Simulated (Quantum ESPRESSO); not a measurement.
# Moving one atom in Ge3NSi3Ga

The results below are calculated, not measured. They come from pw.x of Quantum ESPRESSO 7.5, a plane-wave density functional program, with PseudoDojo standard norm-conserving files (v0.5 for PBE, v0.4.1 for LDA and PBEsol). The cells are made up: elements, strain and atom displacements were drawn at random, and nothing was relaxed. There is no spin polarisation, spin-orbit coupling or dispersion term.

The cell has 8 sites of a zincblende or diamond lattice. Sites 1 to 4 hold Ge N Si Ge; sites 5 to 8 hold Ga Si Ge Si. Cell vectors in Å: (5.561, 0.000, 0.000); (0.000, 5.561, 0.000); (0.000, 0.000, 5.561). Settings: PBE, cutoff 1143 eV, 6 x 6 x 6 k mesh shifted by half a step, Fermi-Dirac smearing of 0.1 eV.

Each run shifts the Si atom on site 8 along y and leaves all else fixed. Site 1 is one of its nearest neighbours. E is the free energy of the cell above the lowest run shown.

| run | shift (Å) | Fy on site 8 (eV/Å) | Fy on site 1 (eV/Å) | P (GPa) | E (meV) |
| --- | --- | --- | --- | --- | --- |
| 1 | -0.0740 | 0.404 | -0.909 | -4.40 | 9.7 |
| 2 | -0.0392 | 0.112 | -0.838 | -4.39 | 0.7 |
| 3 | -0.0230 | -0.025 | -0.804 | -4.38 | 0.0 |
| 4 | 0.0161 | -0.356 | -0.716 | -4.34 | 7.4 |
| 6 | 0.0583 | -0.714 | -0.615 | -4.26 | 30.0 |
| 7 | 0.0705 | -0.817 | -0.585 | -4.24 | 39.4 |
| 5 | 0.0261 | ? | ? | ? | ? |

A rerun of one of these cells at 1437 eV and k mesh 8 x 8 x 8 moved values by no more than 0.002 eV in the cell's energy, 0.04 GPa in stress and 0.012 eV/Å in force.

## Worked fit

A parabola through the six runs shown gives Fy on site 8 = -0.219 - 8.46 u - 0.4 u² eV/Å, with u in Å and a scatter of 0.001 eV/Å. Minus the slope, 8.46 ± 0.03 eV/Å², is this atom's force constant along y at u = 0, with its periodic images moving too. The fitted force vanishes at u = -0.026 Å, where the energy should be lowest along this line. The error is the larger of the fit's own and the change that a cubic makes, rounded up.

## Withheld run

Question: what Fy on site 8 should run 5 give?

The fit gives -0.440 eV/Å. The calculation gave -0.441 eV/Å.

```
run  shift (Å)  Fy on site 8 (eV/Å)  Fy on site 1 (eV/Å)  P (GPa)  E (meV)
  5     0.0261               -0.441               -0.692    -4.32     11.4
```